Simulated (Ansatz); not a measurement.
## CsH at 30 GPa: from Born charge to LO–TO splitting and polaron coupling

Computed with DFT LDA, scalar-relativistic, plane waves, PAW (Ansatz 0.2.0). Plane waves to 420 eV; Γ-centred k mesh 8×8×8; fixed occupations. No spin polarisation. Phonons by linear response, acoustic sum rule imposed.

The cell, relaxed at 30 GPa:
```cif
data_structure
_symmetry_space_group_name_H-M 'Pm-3m'
_symmetry_Int_Tables_number 221
_cell_length_a 3.0928
_cell_length_b 3.0928
_cell_length_c 3.0928
_cell_angle_alpha 90.000
_cell_angle_beta 90.000
_cell_angle_gamma 90.000
_cell_volume 29.58
loop_
_atom_site_label
_atom_site_type_symbol
_atom_site_symmetry_multiplicity
_atom_site_Wyckoff_symbol
_atom_site_fract_x
_atom_site_fract_y
_atom_site_fract_z
_atom_site_occupancy
Cs1 Cs 1 a 0.00000 0.00000 0.00000 1
H1 H 1 b 0.50000 0.50000 0.50000 1
```

Spin–orbit coupling is left out, which matters for heavy elements. Other phases may be more stable at this pressure. The run warned that the force constants aren't converged on this k mesh, so the frequencies and all that is formed from them are rough. The bands were filled as in an insulator; under compression the gap may have closed between mesh points.

Linear response gives ν_TO = 878.4 cm⁻¹, Born charges ±1.209 e (positive on Cs) and ε∞ = 6.233. The primitive cell holds 29.583 Å³, and the masses are 132.905 and 1.008 amu.

Task: Find ν_LO and the static dielectric constant.

Result: The long-wave field adds a restoring force: ω_LO² − ω_TO² = Z*²e²/(ε_vac ε∞ μV). In these units ν_LO² − ν_TO² = 4.92064×10⁷ Z*²/(μ V ε∞) cm⁻², with μ = m₁m₂/(m₁ + m₂) = 1.000 amu: 389640 cm⁻². So ν_LO = √(878.4² + 389640) = 1077.6 cm⁻¹, and the run gives 1077.6. Lyddane–Sachs–Teller then gives ε0 = ε∞ (ν_LO/ν_TO)² = 9.38, against 9.38 in the run (it forms both from the same three quantities, so the match checks the arithmetic only). Between ν_TO and ν_LO the dielectric function is negative and an undamped crystal reflects fully: a reststrahlen band from 9.3 to 11.4 μm.

Task: What do the Clausius–Mossotti polarisability and the Szigeti charge come to?

Result: With the Lorentz local field, α = (3V/4π)(ε∞ − 1)/(ε∞ + 2) = 4.49 Å³ for the pair, and e_S = 3Z*/(ε∞ + 2) = 0.44 e. The Born charge includes the electrons' response to the dipole's own local field, and e_S takes that enhancement out. The Lorentz field assumes point-like polarisable ions, a poor picture once ε∞ is this large, since the electron clouds then overlap or are shared, so both numbers are formal here.

Task: How strongly does a slow electron couple to the LO mode?

Result: For one isotropic parabolic band, Fröhlich's constant is α_F = (1/ε∞ − 1/ε0) √(m* Ry/ħω_LO), with Ry = 13.606 eV, ħω_LO = 133.6 meV and m* in free-electron masses: α_F = 0.0538 × 10.09 × √m* = 0.54 √m*. The band mass isn't part of this run; for m* = 0.1, 0.3 and 1 it gives 0.17, 0.30, 0.54. In weak coupling the polaron lies α_F ħω_LO below the band edge (40 meV at m* = 0.3) with a mass m*(1 + α_F/6); past α_F of about 5 or 6 that expansion fails. A semilocal functional's ε∞ tends to be too large, which taken alone lowers α_F.

This CsCl-type form isn't the usual stable structure of the compound at low pressure.